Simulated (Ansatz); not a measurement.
Ansatz input

```yaml
crystal:
  lattice:
    - [3.908661605, 0.0, 0.0]
    - [0.0, 3.908661605, 0.0]
    - [0.0, 0.0, 3.908661605]
  atoms:
    - { symbol: Ba, position: [0.0, 0.0, 0.0] }
hamiltonian:
  xc: r2scan
  pseudopotentials:
    kind: paw
    azcp:
      Ba: "pseudopotentials/Ba.paw.azcp"
basis:
  ecutwfc: 500
  fft_grid_basis: typed
kpoints:
  mp_grid: { grid: [13, 13, 13], shift: [0, 0, 0] }
magnetization:
  spin_polarized: false
scf:
  occupations: { method: fermi_dirac, width: 0.1 }
```

Terminal output

```
Engine: ansatz 0.2.0, x86_64-unknown-linux-gnu
Pseudopotentials: kind: paw
Pseudopotential: Ba, paw, valence charge 10, recommended cutoff 500 eV (meta_gga) 
Functional definition: r2SCAN
  parameter k0 = 0.174
  parameter k1 = 0.065
  parameter a1 = 4.9479
  exchange = r2scan_x(k0 = k0, k1 = k1, a1 = a1)
  correlation = r2scan_c
Crystal: 1 atoms, lattice volume = 59.715 Å³
Basis set: ecut = 500 eV, 1503 PW (Γ), exchange–correlation on 120×120×120 points (64 copies of the dense FFT grid, shifted against one another)
Bands: 9, of which v1, the nominal top of the filled ones, is band 5 counted from 1 (4 counted from 0)
Symmetry: 48 space group operations
Space group: Pm-3m (ITA 221), of the structure as read, at distance tolerance 3.9e-5 Å
k-points: 84 of 2197
Non-local potential: Ba, projectors of the file, l = 0: 3, l = 1: 2, l = 2: 2, l = 3: 2
PAW form: soft (Blöchl's): semilocal exchange-correlation on the pseudo side does not see the compensation charge
PAW frozen core: Ba, regenerated for the run's functional (the file was generated under x = pbe(κ = 0.804, μ = 0.2195149727645171), c = pbe(β = 0.06672455060314922))
PAW one-centre angular grid: Ba, 302 points (default); XC on 160 Gauss nodes
Initial density: superposition of atomic densities (neutral atoms: chi_scale 0, normalization atom), corrected by the library's trained network
Initial wavefunctions: pseudopotential atomic-orbital guess
Functional: x = r2scan, c = r2scan; τ floored in thin density (d = 2e-4 eV/Å³)
SCF iter   1: F=—  HF=-5964.177382 eV  |F-HF|=—  |Δ(HF+E_count)|=         —  Δρ=4.33e-3  dr2=2.85e-2  dr2_τ=1.43e-3  ethr=1.77e-3  ⟨swp⟩=7.4  Hψ=7331  notcnv=0
SCF iter   2: F=—  HF=-5964.232616 eV  |F-HF|=—  |Δ(HF+E_count)|=   5.52e-2  Δρ=3.13e-3  dr2=1.67e-2  dr2_τ=1.71e-4  ethr=2.85e-4  ⟨swp⟩=2.9  Hψ=2101  notcnv=0
SCF iter   3: F=—  HF=-5964.228663 eV  |F-HF|=—  |Δ(HF+E_count)|=   3.95e-3  Δρ=5.26e-4  dr2=4.83e-4  dr2_τ=2.05e-5  ethr=1.67e-4  ⟨swp⟩=3.1  Hψ=1387  notcnv=0
SCF iter   4: F=—  HF=-5964.228834 eV  |F-HF|=—  |Δ(HF+E_count)|=   1.71e-4  Δρ=6.74e-5  dr2=1.42e-6  dr2_τ=4.78e-7  ethr=4.83e-6  ⟨swp⟩=2.1  Hψ=1127  notcnv=0
SCF iter   5: F=—  HF=-5964.228838 eV  |F-HF|=—  |Δ(HF+E_count)|=   4.02e-6  Δρ=1.44e-5  dr2=7.66e-8  dr2_τ=7.37e-9  ethr=1.42e-8  ⟨swp⟩=2.0  Hψ=1271  notcnv=0
SCF iter   6: F=-5964.228838 eV  HF=-5964.228838 eV  |F-HF|=2.72e-10  |Δ(HF+E_count)|=   1.20e-7  Δρ=1.73e-6  dr2=2.80e-9  dr2_τ=8.30e-11  ethr=7.66e-10  ⟨swp⟩=1.0  Hψ=2390  notcnv=0
SCF 1 converged in 6 iterations: F = -5964.228838 eV  dr2 = 2.80e-9
SCF converged after 6 iterations
Free energy (F): -5964.228838 eV
Harris-Foulkes:  -5964.228838 eV  (|F-HF|=2.72e-10)
Internal energy: -5964.205780 eV  (E = F + TS)
E sigma→0 (E₀):  -5964.217309 eV
Entropy (-TS):   -0.023058 eV (-23.058 meV/atom)
Fermi energy:    6.283899 eV
--- Per-component energies (eV) ---
  E_band       = -88.549191
  E_kinetic    = 166.838005
  E_local      = -376.775552  (includes V_loc(G=0)·N_el)
  E_nonlocal   = 55.889207
  E_hartree    = 119.459827
  E_xc         = -155.439382
  E_vxc        = -145.260638  (∫ρ·V_xc dr)
  E_paw        = -5251.613164  (= ΣΔE_a)
  E_vpaw       = -35.318368  (= ΣTr[D̂ρ^β])
  E_aug_tail   = -0.000001  (compensation charges beyond the density's cutoff)
  E_vtau       = 7.157997  (kinetic-family band-sum trace: ∫τ·v_τ [+ j·A + Jᵃ·Aᵃ] dr)
  E_ewald      = -522.635136
  E_core_change = 0.070416  (= ΣΔE_core)
  E_smearing   = -0.023058  (= −TS)
  E_closure    = 0.000000  (closes the sum)
  Σ components = -5964.228838   (vs F -5964.228838, Δ=0.00e0)
```

Command:

```sh
ansatz run input.yaml --threads 1 --pin off --max-ram 3584MiB --backend cpu --events-out ev --progress --plain --runs-dir out
```

On 1 thread of Intel(R) Xeon(R) Platinum 8259CL CPU @ 2.50GHz (Skylake/Cascade Lake) (shared host) this took about 8.4 s of wall time and 8.5 s of CPU time.
